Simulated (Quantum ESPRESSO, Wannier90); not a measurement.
Wannierisation of Sb (R-3m)

```xyz
2
Lattice="-2.1771 3.7708 0.0000 -4.3541 0.0000 0.0000 -2.1771 1.2569 3.8299" Properties=species:S:1:pos:R:3 pbc="T T T"
Sb     2.1771    -1.2569    -0.7477
Sb    -2.1771     1.2569     0.7477
```

Cell from Materials Project (mp-104), symmetrised, no further relaxation. This is the element's usual structure. Computed values, not measurements, from PBEsol: Quantum ESPRESSO (norm-conserving PseudoDojo potentials, cutoff 64 Ry, spinors with spin-orbit coupling) on a Γ-centred 6×6×6 mesh, then Wannier90. Density: 8×8×8 mesh, cold smearing 0.01 Ry. The cell is built of weakly bound layers, chains or molecules, whose nearest atoms lie 3.43 Å apart. Database cells relaxed without dispersion often hold them too far apart, which can enlarge gaps and weakens couplings between them; spacing and stacking were not compared with the measured crystal. With spin-orbit coupling a semilocal functional can close or falsely invert a small gap; the band order was not checked against a better method.

Base run: 16 functions from bands 21-50 of the 50 computed, start hydrogen-like Sb: s;p, centres 0.05 Å off the atoms, frozen window up to 1.50 eV relative to the Fermi level, outer window open. Its settings: num_cg_steps = 5, trial_step = 2 and dis_mix_ratio = 0.5 (the program's defaults), conv_tol = 1.0e-6 over 4 steps, num_iter = 1000, dis_conv_tol = 1.0e-6, dis_num_iter = 1000. One of them is changed at a time.

| run | disentanglement steps | localisation steps | Ω_I (Å²) | Ω_total (Å²) | ended |
|---|---|---|---|---|---|
| base | 70 | 408 | 26.949 | 32.306 | converged |
| num_cg_steps = 20 | 70 | 164 | 26.949 | 32.306 | converged |
| trial_step = 10.0 | 70 | 408 | 26.949 | 32.306 | converged |
| dis_num_iter = 20 | 20 | 380 | 26.953 | 32.351 | step limit |
